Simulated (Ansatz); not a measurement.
AlTlS3: rattling a relaxed structure

It was reached by relaxing an invented guess, and it needn't be the stable form of this composition.

Level of theory: DFT PBE, scalar-relativistic, plane waves, PAW (Ansatz 0.2.0). Cutoff 420 eV; k points 12×12×4 on the computed 5-atom cell (Γ-centred); Gaussian smearing, width 0.02 eV; no spin polarisation.

The cell below (5 atoms, space group P3m1 (No. 156)) is relaxed within its symmetry.

```
Al Tl S
1.0
     3.71354    0.00000    0.00000
    -1.85677    3.21602    0.00000
     0.00000    0.00000   10.09656
Al Tl S
1 1 3
Direct
  0.66667 0.33333 0.17815
  0.33333 0.66667 0.82792
  0.00000 0.00000 0.02346
  0.33333 0.66667 0.28249
  0.66667 0.33333 0.68799
```

For the test a repeat of it with 10 atoms (edges 3.71, 6.43, 10.10 Å) was strained at random (σ = 1.5 % a component), the atoms were moved at random (σ = 0.05 Å), and all was relaxed again on a coarse 4×2×2 mesh (in the run’s order of axes) with 0.10 eV smearing, with no symmetry imposed.

No dispersion correction is applied, so the spacing and binding between layers, chains or molecules are poorly described. Spin–orbit coupling, which can matter for Tl, is left out.

Task: What happens?

Result: It doesn't return. The energy falls by 55 meV/atom on that mesh, the volume changes by 1.4 %, and the end has space group P1 (No. 1) at a loose tolerance. Relaxed again on an 8×8×4 mesh with 0.02 eV smearing, the new structure lies 53 meV/atom below the first (mesh in the axes of the run's cell; the cell below is made exact in the group named). Space group Cm (No. 8), monoclinic, a = 6.488 Å, b = 3.742 Å, c = 10.250 Å, β = 102.5°. Around Al lie 3 S at 2.42 Å and 3 S at 2.57–2.58 Å; around Tl lie 4 S at 2.51–2.56 Å; S on its first site is surrounded by 1 Tl at 2.51 Å and 3 Al at 2.57–2.58 Å; S on its second site is surrounded by 3 Al at 2.42 Å; 1 more site not described.

```
CELL_PARAMETERS angstrom
3.24377 -1.87080 0.00000
3.24377 1.87080 0.00000
-2.22625 0.00000 10.00563
ATOMIC_POSITIONS crystal
Al 0.66693 0.66693 0.18982
Tl 0.19788 0.19788 0.79903
S 0.28448 0.28448 0.04939
S 0.03760 0.03760 0.29904
S 0.81800 0.81800 0.66272
```
